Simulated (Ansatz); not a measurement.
Given:

Mo₃Ir:
Space group Pm-3n (No. 223); a = b = c = 4.9677 Å, α = β = γ = 90.00°

```
atom  site  symmetry       x       y       z
----  ----  --------  ------  ------  ------
Mo      6c     -4m.2  0.0000  0.5000  0.2500
Ir      2a      m-3.  0.0000  0.0000  0.0000
```

This is the r²SCAN-relaxed structure.

### Question
All from plane-wave PAW r²SCAN (Ansatz code), unless another level is named. Predict the Poisson's ratio.

### Answer
0.33.

### Question
And the highest zone-centre frequency?

### Answer
256 cm⁻¹.

### Question
Predict the elastic constants (relaxed ions, GPa).

### Answer
C11 = 535, C12 = 179, C44 = 88.2.

The first step of the workflow began from a Materials Project structure, measured or hypothetical; the Crystallography Open Database copy checked does not list it. Its standing as an ambient phase is unchecked. Symmetry was held in the r²SCAN relaxation; its stability against distortions is not shown here. No spin polarisation was allowed. As this level gives no gap, shear constants depend on the k-mesh and smearing (Fermi–Dirac, 0.1 eV here). As this level gives no gap, phonon frequencies hold no LO–TO term and depend on the k-mesh and smearing (Fermi–Dirac, 0.1 eV here). Scalar-relativistic: spin–orbit coupling is off unless named, which matters more the heavier the elements.

Potentials: the later of the program's two PAW sets.
